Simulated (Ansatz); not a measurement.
## Sr3NbN3: ⁹³Nb NMR of the central transition

Cell: a computed structure from the Materials Project (it need not be an observed phase).

```cif
data_Sr3NbN3
_symmetry_space_group_name_H-M 'P6_3/m'
_symmetry_Int_Tables_number 176
_cell_length_a 7.9672
_cell_length_b 7.9672
_cell_length_c 5.5077
_cell_angle_alpha 90.000
_cell_angle_beta 90.000
_cell_angle_gamma 120.000
loop_
_atom_site_label
_atom_site_type_symbol
_atom_site_symmetry_multiplicity
_atom_site_Wyckoff_symbol
_atom_site_fract_x
_atom_site_fract_y
_atom_site_fract_z
Sr Sr 6 h 0.8822 0.6435 0.2500
Nb Nb 2 c 0.6667 0.3333 0.7500
N N 6 h 0.8645 0.6093 0.7500
```

One atom of each set is listed.

Method: Kohn–Sham DFT in Ansatz, PBE, plane waves and PAW, scalar-relativistic, collinear spin, 420 eV cutoff, Γ-centred 4×4×5 k-points, Fermi–Dirac smearing 0.02 eV. Start moments as typed (μB): 2 on each Nb, none on the rest.

⁹³Nb has I = 9/2 and Q = -320.0 mb (Pyykkö 2018); at 21.1 T its Larmor frequency is ν₀ = 220.5 MHz (from the bare nuclear moment; shielding lowers the observed one by a per cent or two). Only the quadrupole interaction is simulated: positions count from each site's isotropic chemical shift, and shift anisotropy, dipolar and J coupling are left out.

Problem. Give C_Q, η, the quadrupolar product P_Q = |C_Q|(1 + η²/3)^½, the second-order isotropic shift and the breadth of the pattern (static powder) for each Nb site.

Solution. 

```tsv
site	first shell	C_Q (MHz)	η	P_Q (MHz)	δ_QIS (ppm)	breadth (kHz)
Nb	3 N at 1.96 Å	-207	0.00	207	-1222	1404
```

δ_QIS = −(ν_Q²/30ν₀²)[I(I+1) − 3/4](1 + η²/3) × 10⁶ ppm with ν_Q = 3|C_Q|/[2I(2I−1)]; it falls as 1/B₀² in ppm, and the breadth as 1/B₀ in kHz.

An axis of threefold or higher order runs through Nb, so V_zz lies along it and η is zero.

The largest force is 0.4 eV/Å, so the atoms aren't at the calculated equilibrium and relaxing them would move these values. Without spin–orbit coupling (the program notes it for Nb) the gradients can shift somewhat, as the gap is small. The start moments die out, and the run ends without spin.

Hardware: 1 thread of Arm Neoverse V2 (aarch64; 28 cores open to the job, memory cap 3.0 GiB, no GPU), a shared host with a load of 0.9 a core. Wall time 67 s, CPU time 67 s, peak memory 0.86 GiB.
